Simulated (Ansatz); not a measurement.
An Ansatz input and the part of its output that reports the observables at the nuclei.

The start is a COD entry.

```yaml
crystal:
  lattice:
    - [5.8955, 0.0, 0.0]
    - [-2.94775, 5.105652768, 0.0]
    - [0.0, 0.0, 9.599]
  atoms:
    - { symbol: Si, position: [0.3333333333, 0.6666666667, 0.25] }
    - { symbol: Si, position: [0.6666666667, 0.3333333333, 0.75] }
    - { symbol: H, position: [0.586, 0.172, 0.394] }
    - { symbol: H, position: [0.414, 0.586, 0.894] }
    - { symbol: H, position: [0.828, 0.414, 0.394] }
    - { symbol: H, position: [0.414, 0.828, 0.894] }
    - { symbol: H, position: [0.586, 0.414, 0.394] }
    - { symbol: H, position: [0.172, 0.586, 0.894] }
    - { symbol: H, position: [0.854, 0.927, 0.549] }
    - { symbol: H, position: [0.927, 0.854, 0.049] }
    - { symbol: H, position: [0.073, 0.927, 0.549] }
    - { symbol: H, position: [0.146, 0.073, 0.049] }
    - { symbol: H, position: [0.073, 0.146, 0.549] }
    - { symbol: H, position: [0.927, 0.073, 0.049] }
    - { symbol: H, position: [0.6666666667, 0.3333333333, 0.291] }
    - { symbol: H, position: [0.3333333333, 0.6666666667, 0.791] }
    - { symbol: H, position: [0.0, 0.0, 0.675] }
    - { symbol: H, position: [0.0, 0.0, 0.175] }
    - { symbol: "N", position: [0.6666666667, 0.3333333333, 0.3731] }
    - { symbol: "N", position: [0.3333333333, 0.6666666667, 0.8731] }
    - { symbol: "N", position: [0.0, 0.0, 0.5855] }
    - { symbol: "N", position: [0.0, 0.0, 0.0855] }
    - { symbol: F, position: [0.06201, 0.531005, 0.14734] }
    - { symbol: F, position: [0.531005, 0.06201, 0.64734] }
    - { symbol: F, position: [0.468995, 0.531005, 0.14734] }
    - { symbol: F, position: [0.93799, 0.468995, 0.64734] }
    - { symbol: F, position: [0.468995, 0.93799, 0.14734] }
    - { symbol: F, position: [0.531005, 0.468995, 0.64734] }
    - { symbol: F, position: [0.19679, 0.39358, 0.35039] }
    - { symbol: F, position: [0.80321, 0.19679, 0.85039] }
    - { symbol: F, position: [0.60642, 0.80321, 0.35039] }
    - { symbol: F, position: [0.80321, 0.60642, 0.85039] }
    - { symbol: F, position: [0.19679, 0.80321, 0.35039] }
    - { symbol: F, position: [0.39358, 0.19679, 0.85039] }
kpoints:
  mp_grid: { grid: [4, 4, 2] }
scf:
  occupations: { method: fermi_dirac, width: 0.02 }
hamiltonian:
  xc: pbe
  pseudopotentials: { kind: paw }
output:
  forces: true
  stress: true
  populations: true
  efg:
    quadrupole_moments_barn: { H: 0.00285783, "N": 0.02044 }
    contact_densities: true
  write_density: true
  write_potential: true
  elf: true
  volumetric_format: npy
relax:
  f_tol: 0.02
  max_steps: 60
```

```sh
ansatz run input.yaml --threads 1 --pin off --max-ram 2560MiB --backend cpu --events-out ev --progress --plain --runs-dir out
```

The run relaxes the ions first, and the block belongs to the relaxed positions.

Of the output, the block on the nuclei alone is shown; the set-up, the SCF iterations, energies, forces and stress are cut. One atom of each set with nearly equal values is shown.

```
--- PAW observables at the nuclei: V_zz in 10²¹ V/m², potentials from the cell's mean, atoms counted from 1 ---
  atom   1  Si V_zz =    -0.012072   η = 0.0000   by run symmetry: allowed
            electrostatic potential = -1350.854104 V   contact ρ = 12798.938628 e/Å³
  atom   3  H  V_zz =    +3.077519   η = 0.0073   by run symmetry: allowed   C_q = +0.2127 MHz
            electrostatic potential = -34.293427 V   contact ρ = 3.017300 e/Å³
  atom   9  H  V_zz =    +3.080451   η = 0.0060   by run symmetry: allowed   C_q = +0.2129 MHz
            electrostatic potential = -33.976592 V   contact ρ = 3.008209 e/Å³
  atom  15  H  V_zz =    +3.148407   η = 0.0000   by run symmetry: allowed   C_q = +0.2176 MHz
            electrostatic potential = -34.342488 V   contact ρ = 3.029251 e/Å³
  atom  17  H  V_zz =    +3.145873   η = 0.0000   by run symmetry: allowed   C_q = +0.2174 MHz
            electrostatic potential = -33.975677 V   contact ρ = 3.024895 e/Å³
  atom  19  N  V_zz =    +0.092147   η = 0.0000   by run symmetry: allowed   C_q = +0.0455 MHz
            electrostatic potential = -506.241180 V   contact ρ = 1410.767510 e/Å³
  atom  21  N  V_zz =    +0.142528   η = 0.0000   by run symmetry: allowed   C_q = +0.0704 MHz
            electrostatic potential = -505.789367 V   contact ρ = 1410.688161 e/Å³
  atom  23  F  V_zz =   +11.839083   η = 0.0066   by run symmetry: allowed
            electrostatic potential = -733.433477 V   contact ρ = 3127.011001 e/Å³
  atom  29  F  V_zz =   +11.864825   η = 0.0919   by run symmetry: allowed
            electrostatic potential = -733.335301 V   contact ρ = 3127.031755 e/Å³
```

The lattice is static: at room temperature ammonium may turn and average the couplings of its hydrogen. The entry's hydrogen positions were far off; the other atoms hardly move on relaxation.
